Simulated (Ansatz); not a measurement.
Input:

Relaxed MgH2 (rutile):

```yaml
crystal:
  lattice:
    - [4.51729, 0.00000, 0.00000]
    - [0.00000, 4.51729, 0.00000]
    - [0.00000, 0.00000, 3.01286]
  atoms:
    - { symbol: Mg, position: [0.00000, 0.00000, 0.00000] }
    - { symbol: Mg, position: [0.50000, 0.50000, 0.50000] }
    - { symbol: H, position: [0.30441, 0.30441, 0.00000] }
    - { symbol: H, position: [0.80441, 0.19559, 0.50000] }
    - { symbol: H, position: [0.19559, 0.80441, 0.50000] }
    - { symbol: H, position: [0.69559, 0.69559, 0.00000] }
```

In each cell atom 5 (H, nearest neighbour Mg at 1.945 Å; its periodic images, 3.0 Å or more away, move with it) moves by s·(0.707, 0.707, 0.000) (along Cartesian [110]), the rest being held.

Method: PBE (plane waves to 420 eV, PAW, scalar-relativistic; Ansatz, an electronic-structure program). k mesh 6×6×9 (Γ-centred), Fermi-Dirac smearing 0.05 eV. The energy includes the smearing's −TS. MgH2 was relaxed with its symmetry unable to fall. ΔE is measured from the undisplaced structure.

The scan covers s from -0.190 to 0.190 Å in 11 points.

Q: Is this a single well or a double well?

A: A single well with its minimum at or next to zero displacement.

Q: Is the energy the same for equal positive and negative displacements?

A: Even: the same for both signs. With its periodic images moving along, the atom's site symmetry in this cell is mm2.

Q: What is the force constant k = d²E/ds² of this move at s = 0?

A: 1.27 eV/Å².

(For displaced atoms, the force is minus the slope of the energy, and its curvature is a force constant, which sets phonon frequencies.)
